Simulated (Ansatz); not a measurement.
The calculation used Ansatz, DFT PBE, scalar-relativistic, plane waves, PAW. Settings: cutoff 420 eV, Γ-centred meshes spaced at most about 0.3 Å⁻¹, and about 0.25 Å⁻¹ or finer for metals (2π included), Gaussian smearing. No spin polarisation in the final relaxations.

All energies are static (0 K, no zero-point motion).

Two relaxed structures of La3AsPt2:

A.

```yaml
crystal:
  lattice:
    - [5.36873, 0.00000, 0.00000]
    - [0.00000, 5.36873, 0.00000]
    - [0.00000, 0.00000, 5.91698]
  atoms:
    - { symbol: La, position: [0.50000, 0.50000, 0.50000] }
    - { symbol: La, position: [0.00000, 0.00000, 0.50000] }
    - { symbol: La, position: [0.00000, 0.00000, 0.00000] }
    - { symbol: As, position: [0.50000, 0.50000, 0.00000] }
    - { symbol: Pt, position: [0.00000, 0.50000, 0.00000] }
    - { symbol: Pt, position: [0.50000, 0.00000, 0.00000] }
```

B.

```yaml
crystal:
  lattice:
    - [7.55034, 0.00000, 0.00000]
    - [-3.77517, 6.53878, 0.00000]
    - [0.00000, 0.00000, 3.92023]
  atoms:
    - { symbol: La, position: [0.50000, 0.00000, 0.50000] }
    - { symbol: La, position: [0.50000, 0.50000, 0.50000] }
    - { symbol: La, position: [0.00000, 0.50000, 0.50000] }
    - { symbol: As, position: [0.00000, 0.00000, 0.00000] }
    - { symbol: Pt, position: [0.33333, 0.66667, 0.00000] }
    - { symbol: Pt, position: [0.66667, 0.33333, 0.00000] }
```

Problem. Which would you expect to be lower, and how large is the difference?

Solution. B is lower, by 0.38 eV/atom. A has space group P4/mmm (No. 123), 28.4 Å³/atom and no gap on its mesh; B has space group P6/mmm (No. 191), 32.3 Å³/atom and no gap. The shortest distance is 2.68 Å (As–Pt and La–Pt) in A and 2.93 Å (La–Pt) in B. The lower one is the more open, so pressure narrows the difference. In A, La on its first site is surrounded by 2 As at 2.96 Å and 4 La at 3.80 Å; As has 4 Pt at 2.68 Å and 2 La at 2.96 Å; around Pt lie 2 As at 2.68 Å and 2 La at 2.68 Å; 2 more sites not described. In B, La has 4 Pt at 2.93 Å, 6 La at 3.78–3.92 Å and 4 As at 4.25 Å; As is surrounded by 2 As at 3.92 Å, 12 La at 4.25 Å and 6 Pt at 4.36 Å; Pt has 6 La at 2.93 Å, 2 Pt at 3.92 Å, 3 As at 4.36 Å and 3 Pt at 4.36 Å. Both come from invented guesses. A third cell relaxed alike, in I4/mmm, lies 137 meV/atom below the lower of the two.

Spin–orbit coupling, which can matter for Pt, is left out. Cells relaxed within their symmetry can be saddle points.
